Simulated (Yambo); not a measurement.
RPA spectrum of MgTe (zinc blende, space group F-43m, No. 216) on LDA bands in Yambo (8×8×8 mesh, 50 bands, 4 Ry local-field block, 0.2 eV broadening; field along x). CGrdSpXd merges neighbouring transition energies to save time; the report line [X-CG] gives the poles kept by one of the 4 MPI tasks, and where the merging fails may depend on that split.

```json
[
 {"CGrdSpXd asked (%)": "100", "share reached (%)": "100", "poles used (one task)": "1713", "static ε": "5.28", "largest change of Im ε (% of its maximum)": "0.0", "rough time": "1"},
 {"CGrdSpXd asked (%)": "70", "share reached (%)": "66", "poles used (one task)": "1147", "static ε": "5.28", "largest change of Im ε (% of its maximum)": "0.1", "rough time": "within a factor of two"},
 {"CGrdSpXd asked (%)": "30", "share reached (%)": "22", "poles used (one task)": "385", "static ε": "5.29", "largest change of Im ε (% of its maximum)": "2.8", "rough time": "within a factor of two"},
 {"CGrdSpXd asked (%)": "15", "share reached (%)": "14", "poles used (one task)": "249", "static ε": "5.61", "largest change of Im ε (% of its maximum)": "80", "rough time": "about 1/2"},
 {"CGrdSpXd asked (%)": "5", "share reached (%)": "3", "poles used (one task)": "57", "static ε": "5.61", "largest change of Im ε (% of its maximum)": "80", "rough time": "about 1/2"}
]
```

All runs end normally. In the runs at 15 %, 5 % few poles are left or the spectrum changes by over a quarter of its peak, and no warning says so. Times are rough ratios from shared machines. The k mesh wasn't tested; the rows compare only with each other.

Spin-orbit coupling is not included.

Geometry relaxed with LDA; primitive cell a = b = c = 4.504 Å, α = β = γ = 60.00°.

This is not the ordinary phase of the substance; no match was found in the copy of COD used, and its stability was not checked.
